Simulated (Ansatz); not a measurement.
BaTiO₃ (P4mm) was relaxed and computed twice in Ansatz (plane waves, PAW), once with HSE06 and once with PBE.

```
                                                                 run 1                                             run 2
--------------------  ------------------------------------------------  ------------------------------------------------
cell                  a = b = 3.950 Å, c = 4.136 Å, α = β = γ = 90.00°  a = b = 3.986 Å, c = 4.200 Å, α = β = γ = 90.00°
gap (eV)                                                          3.37                                              1.84
B₀ by P(V) fit (GPa)                                              93.5                                              78.9
```

Task: Which run used which functional?

Result: Run 1 is HSE06, run 2 is PBE.

All cells were relaxed under the symmetry of their starts (and spin orders); stability against distortions was not tested throughout. Rows with no word on spin ran without spin polarisation. Spin–orbit coupling is left out wherever it is not named.

Potentials: the later of the program's two PAW sets.

Ansatz (a quantum-chemistry and plane-wave program) is a plane-wave DFT program.
